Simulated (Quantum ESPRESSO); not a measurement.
SrTiO$_{3}$, space group Pm-3m (No. 221):

```yaml
crystal:
  lattice:
    - [3.89900, 0.00000, 0.00000]
    - [0.00000, 3.89900, 0.00000]
    - [0.00000, 0.00000, 3.89900]
  atoms:
    - { symbol: Sr, position: [0.50000, 0.50000, 0.50000] }
    - { symbol: Ti, position: [0.00000, 0.00000, 0.00000] }
    - { symbol: O, position: [0.50000, 0.00000, 0.00000] }
    - { symbol: O, position: [0.00000, 0.50000, 0.00000] }
    - { symbol: O, position: [0.00000, 0.00000, 0.50000] }
```
The cell was made here from an entry of the Crystallography Open Database (unchecked): atoms relaxed with PBE in the measured cell (PBE without dispersion, pw.x of a modified build of Quantum ESPRESSO, symmetry kept).  Stability against distortions was not tested. The run has no spin polarisation.

```json
[
 {"site": "Sr", "Wyckoff letter": "b", "site symmetry": "m-3m"},
 {"site": "Ti", "Wyckoff letter": "a", "site symmetry": "m-3m"},
 {"site": "O", "Wyckoff letter": "d", "site symmetry": "4/mmm"}
]
```

Cores are frozen. Against all-electron runs on small test molecules, this scheme's |Vzz| missed by −2 to +6 % on O.

Problem. Where does symmetry force the field gradient to vanish or to be axial, and what does the PAW reconstruction of the field gradient on a scalar-relativistic PBE ground state (Quantum ESPRESSO, JTH datasets) give?

Solution. 
| site | by symmetry | Vzz (a.u.) | η_Q |
|---|---|---|---|
| Sr | vanishes (cubic site) | 0 | – |
| Ti | vanishes (cubic site) | 0 | – |
| O | axial, η = 0 (an axis of order 3 or more) | 0.111 | 0.00 |
